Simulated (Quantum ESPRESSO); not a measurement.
## Calculated data, Si3BC3N (made-up cell)

All values are calculated (Quantum ESPRESSO 7.5). Calculation on a made-up crystal cell, not a measurement: periodic Kohn-Sham density functional theory in plane waves with PseudoDojo standard norm-conserving scalar-relativistic pseudopotentials, each functional with its own files (v0.5 for PBE, v0.4.1 for LDA and PBEsol), no spin polarisation, no spin-orbit coupling, atoms not relaxed, stress positive in tension, energies less a fixed whole-eV offset for each atom's element; levels are Kohn-Sham levels at fractions of this cell's reciprocal vectors, counted from the reference band (half the neutral cell's valence electrons, rounded up) at Gamma; error bars cover cutoff and k-mesh only, not smearing or the files; each bar is the largest change over components, and at least 0.002 eV, 0.002 eV per angstrom or 0.02 GPa; added strain carries the atoms with the cell, and shear is the tensor component; energies are for the whole cell, and the offsets were chosen from early runs and are not element reference energies.

Common to all runs: lattice type zincblende/diamond; functional pbe; cutoff 1143 eV; fermi dirac smearing 0.025 eV; scf tolerance 1e-07 eV; electrons removed 0; added strain kind zz; k mesh 4 x 4 x 4, shifted by half a step.

```json
{"entry": 1, "formula": "Si3BC3N", "kind": "made-up cell", "unstrained_structure": {"cell_angstrom": [[4.3592, -0.0231, 0.0348], [-0.0231, 4.3912, -0.0174], [0.0348, -0.0174, 4.4079]], "atoms_fractional": [["Si", 0.00205, -0.00883, -0.00713], ["Si", -0.00069, 0.50069, 0.49587], ["B", 0.49769, 0.00472, 0.4963], ["Si", 0.5044, 0.50597, 0.0094], ["C", 0.24535, 0.24147, 0.25136], ["C", 0.24813, 0.7462, 0.76353], ["N", 0.76315, 0.24472, 0.75138], ["C", 0.75474, 0.75673, 0.24227]]}, "given": {"added_strain": -0.0152, "structure_shown": "before the added strain of -0.0152", "atom_site": [1, 2, 3, 4, 5, 6, 7, 8], "atom_energy_offset [eV]": [-115, -115, -79, -115, -163, -163, -283, -163]}, "results": {"free_energy_less_offsets [eV]": -4.445, "scf_iterations": 13, "smearing_term_minus_ts [eV]": 0.0, "pressure [GPa]": -16.8, "stress_xx [GPa]": 16.74, "stress_yy [GPa]": 17.83, "stress_zz [GPa]": 15.84, "stress_yz [GPa]": -3.479, "stress_xz [GPa]": 3.699, "stress_xy [GPa]": -3.542, "force_site": [1, 2, 3, 4, 5, 6, 7, 8], "force_x [eV/angstrom]": [0.3225, 0.5531, -0.5498, -0.8255, 1.744, 1.626, -1.459, -1.412], "force_y [eV/angstrom]": [0.9875, 0.182, -0.9247, -0.7751, -0.318, 0.3846, 0.09098, 0.3726], "force_z [eV/angstrom]": [0.6985, 0.1284, -0.4662, -0.3323, 0.9081, -2.503, -0.6379, 2.204], "reference_band": 16, "level_k_point": ["Gamma", "(1/2,1/2,1/2)", "(0.15,0,0)", "(0,0.15,0)", "(0,0,0.15)"], "next_band_up [eV]": [1.269, 2.964, 1.651, 1.671, 1.685], "error_bar_energy [eV]": 0.004124, "error_bar_stress [GPa]": 0.02237, "error_bar_force [eV/angstrom]": 0.002, "error_bar_next_band_up [eV]": 0.002, "error_bars_from": "tighter rerun of a related cell"}}
{"entry": 2, "formula": "Si3BC3N", "kind": "made-up cell", "unstrained_structure": {"cell_angstrom": [[4.3592, -0.0231, 0.0348], [-0.0231, 4.3912, -0.0174], [0.0348, -0.0174, 4.4079]], "atoms_fractional": [["Si", 0.00205, -0.00883, -0.00713], ["Si", -0.00069, 0.50069, 0.49587], ["B", 0.49769, 0.00472, 0.4963], ["Si", 0.5044, 0.50597, 0.0094], ["C", 0.24535, 0.24147, 0.25136], ["C", 0.24813, 0.7462, 0.76353], ["N", 0.76315, 0.24472, 0.75138], ["C", 0.75474, 0.75673, 0.24227]]}, "given": {"added_strain": -0.0019, "structure_shown": "before the added strain of -0.0019", "atom_site": [1, 2, 3, 4, 5, 6, 7, 8], "atom_energy_offset [eV]": [-115, -115, -79, -115, -163, -163, -283, -163]}, "results": {"free_energy_less_offsets [eV]": -4.319, "scf_iterations": 13, "smearing_term_minus_ts [eV]": 0.0, "pressure [GPa]": -18.88, "stress_xx [GPa]": 17.68, "stress_yy [GPa]": 18.7, "stress_zz [GPa]": 20.27, "stress_yz [GPa]": -3.409, "stress_xz [GPa]": 3.603, "stress_xy [GPa]": -3.518, "force_site": [1, 2, 3, 4, 5, 6, 7, 8], "force_x [eV/angstrom]": [0.3164, 0.5511, -0.5484, -0.8059, 1.672, 1.548, -1.386, -1.346], "force_y [eV/angstrom]": [0.9522, 0.1738, -0.9218, -0.7465, -0.2838, 0.3644, 0.1125, 0.3493], "force_z [eV/angstrom]": [0.7267, 0.1182, -0.4902, -0.3008, 0.8929, -2.467, -0.6249, 2.145], "reference_band": 16, "level_k_point": ["Gamma", "(1/2,1/2,1/2)", "(0.15,0,0)", "(0,0.15,0)", "(0,0,0.15)"], "next_band_up [eV]": [1.241, 2.855, 1.624, 1.643, 1.658], "error_bar_energy [eV]": 0.004124, "error_bar_stress [GPa]": 0.02237, "error_bar_force [eV/angstrom]": 0.002, "error_bar_next_band_up [eV]": 0.002, "error_bars_from": "tighter rerun of a related cell"}}
{"entry": 3, "formula": "Si3BC3N", "kind": "made-up cell", "unstrained_structure": {"cell_angstrom": [[4.3592, -0.0231, 0.0348], [-0.0231, 4.3912, -0.0174], [0.0348, -0.0174, 4.4079]], "atoms_fractional": [["Si", 0.00205, -0.00883, -0.00713], ["Si", -0.00069, 0.50069, 0.49587], ["B", 0.49769, 0.00472, 0.4963], ["Si", 0.5044, 0.50597, 0.0094], ["C", 0.24535, 0.24147, 0.25136], ["C", 0.24813, 0.7462, 0.76353], ["N", 0.76315, 0.24472, 0.75138], ["C", 0.75474, 0.75673, 0.24227]]}, "given": {"added_strain": 0.002, "structure_shown": "before the added strain of 0.002", "atom_site": [1, 2, 3, 4, 5, 6, 7, 8], "atom_energy_offset [eV]": [-115, -115, -79, -115, -163, -163, -283, -163]}, "results": {"free_energy_less_offsets [eV]": -4.276, "scf_iterations": 13, "smearing_term_minus_ts [eV]": 0.0, "pressure [GPa]": -19.47, "stress_xx [GPa]": 17.93, "stress_yy [GPa]": 18.93, "stress_zz [GPa]": 21.55, "stress_yz [GPa]": -3.384, "stress_xz [GPa]": 3.578, "stress_xy [GPa]": -3.51, "force_site": [1, 2, 3, 4, 5, 6, 7, 8], "force_x [eV/angstrom]": [0.3148, 0.5508, -0.548, -0.8, 1.651, 1.525, -1.366, -1.328], "force_y [eV/angstrom]": [0.9417, 0.1713, -0.9211, -0.7377, -0.274, 0.3591, 0.1183, 0.3423], "force_z [eV/angstrom]": [0.7348, 0.1142, -0.4978, -0.2909, 0.8883, -2.455, -0.6197, 2.126], "reference_band": 16, "level_k_point": ["Gamma", "(1/2,1/2,1/2)", "(0.15,0,0)", "(0,0.15,0)", "(0,0,0.15)"], "next_band_up [eV]": [1.231, 2.82, 1.615, 1.633, 1.648], "error_bar_energy [eV]": 0.004124, "error_bar_stress [GPa]": 0.02237, "error_bar_force [eV/angstrom]": 0.002, "error_bar_next_band_up [eV]": 0.002, "error_bars_from": "tighter rerun of a related cell"}}
{"entry": 4, "formula": "Si3BC3N", "kind": "made-up cell", "unstrained_structure": {"cell_angstrom": [[4.3592, -0.0231, 0.0348], [-0.0231, 4.3912, -0.0174], [0.0348, -0.0174, 4.4079]], "atoms_fractional": [["Si", 0.00205, -0.00883, -0.00713], ["Si", -0.00069, 0.50069, 0.49587], ["B", 0.49769, 0.00472, 0.4963], ["Si", 0.5044, 0.50597, 0.0094], ["C", 0.24535, 0.24147, 0.25136], ["C", 0.24813, 0.7462, 0.76353], ["N", 0.76315, 0.24472, 0.75138], ["C", 0.75474, 0.75673, 0.24227]]}, "given": {"added_strain": 0.0134, "structure_shown": "before the added strain of 0.0134", "atom_site": [1, 2, 3, 4, 5, 6, 7, 8], "atom_energy_offset [eV]": [-115, -115, -79, -115, -163, -163, -283, -163]}, "results": {"free_energy_less_offsets [eV]": -4.136, "scf_iterations": 13, "smearing_term_minus_ts [eV]": 0.0, "pressure [GPa]": -21.11, "stress_xx [GPa]": 18.57, "stress_yy [GPa]": 19.52, "stress_zz [GPa]": 25.24, "stress_yz [GPa]": -3.321, "stress_xz [GPa]": 3.497, "stress_xy [GPa]": -3.491, "force_site": [1, 2, 3, 4, 5, 6, 7, 8], "force_x [eV/angstrom]": [0.3112, 0.5497, -0.5471, -0.7839, 1.592, 1.46, -1.307, -1.275], "force_y [eV/angstrom]": [0.9111, 0.1648, -0.9181, -0.7131, -0.2457, 0.3442, 0.1347, 0.3222], "force_z [eV/angstrom]": [0.7526, 0.1062, -0.5175, -0.265, 0.8736, -2.419, -0.6042, 2.073], "reference_band": 16, "level_k_point": ["Gamma", "(1/2,1/2,1/2)", "(0.15,0,0)", "(0,0.15,0)", "(0,0,0.15)"], "next_band_up [eV]": [1.198, 2.71, 1.583, 1.601, 1.613], "error_bar_energy [eV]": 0.004124, "error_bar_stress [GPa]": 0.02237, "error_bar_force [eV/angstrom]": 0.002, "error_bar_next_band_up [eV]": 0.002, "error_bars_from": "tighter rerun of a related cell"}}
{"entry": 5, "formula": "Si3BC3N", "kind": "made-up cell", "unstrained_structure": {"cell_angstrom": [[4.3592, -0.0231, 0.0348], [-0.0231, 4.3912, -0.0174], [0.0348, -0.0174, 4.4079]], "atoms_fractional": [["Si", 0.00205, -0.00883, -0.00713], ["Si", -0.00069, 0.50069, 0.49587], ["B", 0.49769, 0.00472, 0.4963], ["Si", 0.5044, 0.50597, 0.0094], ["C", 0.24535, 0.24147, 0.25136], ["C", 0.24813, 0.7462, 0.76353], ["N", 0.76315, 0.24472, 0.75138], ["C", 0.75474, 0.75673, 0.24227]]}, "given": {"added_strain": 0.0156, "structure_shown": "before the added strain of 0.0156", "atom_site": [1, 2, 3, 4, 5, 6, 7, 8], "atom_energy_offset [eV]": [-115, -115, -79, -115, -163, -163, -283, -163]}, "results": {"stress_yz [GPa]": null, "stress_xx [GPa]": null, "stress_zz [GPa]": null}}
```

Questions
1. Estimate the stress yz of Si3BC3N (made-up cell) (entry 5).
2. Si3BC3N (made-up cell) (entry 5): stress xx?
3. Give the missing stress zz for Si3BC3N (made-up cell) (entry 5).

Calculated values
1. -3.312 GPa
2. 18.69 GPa
3. 25.95 GPa

Further results for Si3BC3N (made-up cell) (entry 5):

```
free energy less offsets : -4.106 eV
scf iterations           : 13
smearing term minus ts   : 0 eV
pressure                 : -21.42 GPa
stress yy                : 19.62 GPa
stress xz                : 3.478 GPa
stress xy                : -3.484 GPa
reference band           : 16
error bar energy         : 0.004124 eV
error bar stress         : 0.02237 GPa
error bar force          : 0.002 eV/Å
error bar next band up   : 0.002 eV
error bars from          : tighter rerun of a related cell
```

Forces:
```tsv
site	x (eV/Å)	y (eV/Å)	z (eV/Å)
1	0.3095	0.9051	0.7591
2	0.5497	0.1636	0.1046
3	-0.5466	-0.9173	-0.5218
4	-0.7807	-0.7083	-0.2589
5	1.58	-0.2406	0.8697
6	1.448	0.3408	-2.412
7	-1.296	0.1376	-0.6011
8	-1.265	0.3191	2.061
```

Levels:
```tsv
level k point	next band up (eV)
Gamma	1.192
(1/2,1/2,1/2)	2.688
(0.15,0,0)	1.577
(0,0.15,0)	1.594
(0,0,0.15)	1.605
```
